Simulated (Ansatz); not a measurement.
Ru (hcp (Mg type), P6_3/mmc) under volume change, the program Ansatz at the PBEsol level (PAW), shape and atoms relaxed at each volume.

```tsv
V (Å³/atom)	E − E(relaxed) (meV/atom)	P (GPa)
12.124	140.0	40.95
12.524	58.5	24.88
12.923	13.7	11.36
13.323	0.0	-0.01
13.723	12.3	-9.55
14.122	46.4	-17.55
14.522	98.8	-24.25
```

Q: What does a third-order Birch–Murnaghan fit give for V₀, B₀ and B′?

A: V₀ = 13.32 Å³/atom, B₀ = 346 GPa, B′ = 4.8.

Symmetry was held in the PBEsol relaxation. No spin polarisation was allowed.

Potentials: the later of the program's two PAW sets.
